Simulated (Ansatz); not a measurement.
A geometry of ScAu away from equilibrium: the start of the relaxation of a relaxed ScAu cell, doubled along one cell vector, shaken by Gaussian noise of σ = 0.08 Å a coordinate. Method: PBEsol (plane waves to 420 eV, PAW, scalar-relativistic; Ansatz, a first-principles code). Γ-centred k-mesh 5×10×10 on the run's cell (coarser than for final values), Fermi–Dirac smearing 0.05 eV.

```xyz
4
Lattice="6.7105 0.0000 0.0000 0.0000 3.3552 0.0000 0.0000 0.0000 3.3566" Properties=species:S:1:pos:R:3 pbc="T T T"
Au     0.0764    -0.0400     1.6960
Au     3.3906    -0.0405     1.6360
Sc     1.7231     1.6328     0.0478
Sc     4.9336     1.6487    -0.0010
```

Problem. What forces act on the atoms (eV/Å)?

Solution. 
| atom | Fx | Fy | Fz |
|---|---|---|---|
| Au1 | -0.27 | 0.00 | 0.05 |
| Au2 | -0.18 | 0.02 | 0.20 |
| Sc3 | -0.52 | 0.02 | -0.21 |
| Sc4 | 0.97 | -0.04 | -0.04 |

Problem. What is the pressure?

Solution. +0.8 GPa, compression positive.

Problem. How far above the relaxed end point is this geometry?

Solution. 0.02 eV/atom; the path ends in Pm-3m (No. 221) (CsCl type).

No spin polarisation in the result.
